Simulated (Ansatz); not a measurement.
## Nb: energy along a strain

Nb, Fm-3m, a = 4.230 Å (as given, not relaxed at this level: -6.9 GPa). This isn't the element's structure at ambient conditions. Ansatz: PBEsol, PAW, 420 eV, Γ-centred 20×20×20 mesh on 1 atom, Gaussian smearing 0.15 eV; no spin polarisation. Cell vectors (Å): 0.000 2.115 2.115; 2.115 0.000 2.115; 2.115 2.115 0.000. The cell is strained by x per cent times the pattern (0 0 0 0 1 0) in the order xx yy zz yz xz xy (engineering shears), with fractional coordinates held. y is the free energy over the start, V0 = 18.922 Å³/atom. Symmetry makes y even in x.

```tsv
x (%)	y (meV/atom)
-2.00	-1.35
-1.00	-0.34
0.00	0.00
0.25	-0.02
0.50	-0.09
0.75	-0.19
1.25	?
1.50	-0.77
1.75	-1.04
```

Task: Fit y = c2 x² + c4 x⁴ to the other rows, get the stiffness along the pattern, and predict the missing energy.

Result: Least squares on the rows shown. y = −0.3450 x² + 0.001810 x⁴. The clamped-ion stiffness p·C·p = 2 × -3.450 eV × 160.2 / 18.922 Å³ = -58 GPa, which is C55 in these axes (C44 of the cubic crystal) (second derivative at the start, which stands under stress). At x = 1.25 the fit asked for gives -0.53 meV/atom. The run gave -0.54 meV/atom, so the fit is 0.01 meV/atom too high, a small miss on the scale of the series.